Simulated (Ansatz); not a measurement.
KBr:
```yaml
crystal:
  lattice:
    - [0.00000, 3.35276, 3.35276]
    - [3.35276, 0.00000, 3.35276]
    - [3.35276, 3.35276, 0.00000]
  atoms:
    - { symbol: K, position: [0.00000, 0.00000, 0.00000] }
    - { symbol: Br, position: [0.50000, 0.50000, 0.50000] }
```

Relaxed with PBE.

Task: Map the electron localisation function on the plane through (0.000, 0.000, 0.000) spanned by u = [1, 0, 0] and v = [0, 1, -1] in lattice vectors, from DFT-PBE in the program Ansatz with PAW potentials.

Result: x is the fraction of u, y of v (the angle between them is 90°; rows are the nearest grid lines); atoms in the plane: K at (0.00, 0.00), Br at (0.50, 0.50).
```
|5799984100000000014899975|
|7899984000000000004899987|
|9999962000011100002699999|
|9999840001234321000489999|
|9998410013566653100148999|
|8874100146788876410014788|
|4420001478999998741000244|
|1000014789999999874100001|
|0000147899999999987410000|
|0001368999987899998631000|
|0002579999621269999752000|
|0013689998200028999863100|
|0013689998200028999863100|
|0002579999621269999752000|
|0001368999987899998631000|
|0000147899999999987410000|
|1000014789999999874100001|
|4420001478999998741000244|
|8874100146788876410014788|
|9998410013566653100148999|
|9999840001234321000489999|
|9999962000011100002699999|
|7899984000000000004899987|
|5799984100000000014899975|
```
Scale: ten equal steps from 0.003 (start of '0') to 0.885 (end of '9'), in the order '0123456789'; x runs from 0.000 to 1.00, y from 0.000 (bottom) to 1.00 (top).

The density is the valence pseudo-density with augmentation charge, so density and ELF within about 1 Å of a nucleus are not all-electron values.

Space group Fm-3m (rock salt). The cell was relaxed with PBE under the symmetry of its start; phonons on a q-mesh show no instability.

Potentials: the later of the program's two PAW sets.
